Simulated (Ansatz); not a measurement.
CuI₂:
```
CuI2
1.0
    3.95653     0.00000     0.00000
   -1.97827     3.42646     0.00000
    0.00000     0.00000     6.53960
Cu I
1 2
Direct
  0.00000   0.00000   0.00000
  0.33333   0.66667   0.23938
  0.66667   0.33333   0.76062
```
The run is spin-polarised; directions of the spins, atom by atom: 0 ↑ ↑.

Relaxed with r²SCAN+D4.

Question: Map the electron localisation function on the plane through (0.000, 0.000, 0.000) spanned by u = [0, 0, 1] and v = [1, -1, 0] in lattice vectors, from r²SCAN+D4 (plane waves, PAW; program Ansatz).

Answer: x is the fraction of u, y of v (the angle between them is 90°; rows are the nearest grid lines); atoms in the plane: Cu at (0.00, 0.00), I at (0.24, 0.33), I at (0.76, 0.67).
```
|@%-.....                  .....-%@|
|%*:.....                  .....:*%|
|........            .::----:......|
|........           :=+**#**+-.....|
|.......          .=#%%%%%%%%%#+-..|
|...              :*%@@%##*##%%%*-.|
|-.              :*%@@#*=-::-+*%%*-|
|=.              :*@@%#+-:-::-+#%#=|
|=.              -#@@%*=:-+-:-+###=|
|=.              :*%@%#+-::::=*##*=|
|.  .:-++**++-.   :*%@%#*+++*##%#=.|
|. .-+*##%%%#*=.  .=#%@%%####%%#+:.|
|.:+#%%####%%@%#=.  .=*#%%%##*+-. .|
|.=#%##*+++*#%@%*:   .-++**++-:.  .|
|=*##*=::::-+#%@%*:              .=|
|=###+-:-+-:=*%@@#-              .=|
|=#%#+-::-:-+#%@@*:              .=|
|-*%%*+-::-=*#@@%*:              .-|
|.-*%%%##*##%@@%*:              ...|
|..-+#%%%%%%%%%#=.          .......|
|.....-+**#**+=:           ........|
|......:----::.            ........|
|%*:.....                  .....:*%|
|@%-.....                  .....-%@|
```
Scale: ten equal steps from 0.005 (start of ' ') to 0.846 (end of '@'), in the order ' .:-=+*#%@'; x runs from 0.000 to 1.00, y from 0.000 (bottom) to 1.00 (top).

The density is the valence pseudo-density with augmentation charge, so density and ELF within about 1 Å of a nucleus are not all-electron values.

Space group P-3m1 (CdI2 type). The start of the workflow was typed in or built on a structure type; neither database checked (COD, Materials Project) lists it. Whether it is the stable phase at ambient conditions was not checked. The r²SCAN+D4 relaxation kept the symmetry of its start; whether a distortion lowers the energy is not shown. Spin order of the final state: ferromagnetic, the only order run, not a proven ground state. The cell computed holds one magnetic atom, so no antiferromagnetic order was within reach. Other orbital occupations within this spin state were not tried. No Hubbard U is applied. Scalar-relativistic: spin–orbit coupling is off unless named, which matters more the heavier the elements.

Potentials: the earlier of the program's two PAW sets.
